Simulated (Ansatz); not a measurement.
Values for one crystal, relaxed and computed with DFT-PBEsol in the program Ansatz with PAW potentials; other levels are named.

```yaml
volume_per_atom: 18.82 Å³
electronic_character: metallic (no gap)
mechanical_stability: unstable (C has a negative eigenvalue)
Bulk modulus (Birch–Murnaghan fit): 76.0 GPa
Elastic constants (relaxed ions, GPa): C11 = 141, C12 = 44.4, C44 = -14.8
zone_centre_stability: no imaginary mode at Γ
Pressure derivative B′: 5.0
```

Problem. Pick the material that matches.
A. MoRu, rock salt
B. AlAg, rock salt
C. Sc2Al, MoSi2 or CaC2 type
D. TiAl, L1₀ or tetragonal B2

Solution. B, AlAg, rock salt

Space group Fm-3m (rock salt). The start of the workflow was typed in or built on a structure type; neither database checked (COD, Materials Project) lists it. Whether it is the stable phase at ambient conditions was not checked. The cell was relaxed with PBEsol under the symmetry of its start. No spin polarisation was allowed. The volume moved by 18 % from the start of the relaxation. Its formation energy is positive at this level, so the cell may be metastable or incomplete. As this level gives no gap, shear constants depend on the k-mesh and smearing (Fermi–Dirac, 0.1 eV here). Scalar-relativistic: spin–orbit coupling is off unless named, which matters more the heavier the elements.

Potentials: the earlier of the program's two PAW sets. The files were generated under PBE; for other functionals the program regenerates the frozen cores, and for LDA and PBEsol the local potential too.
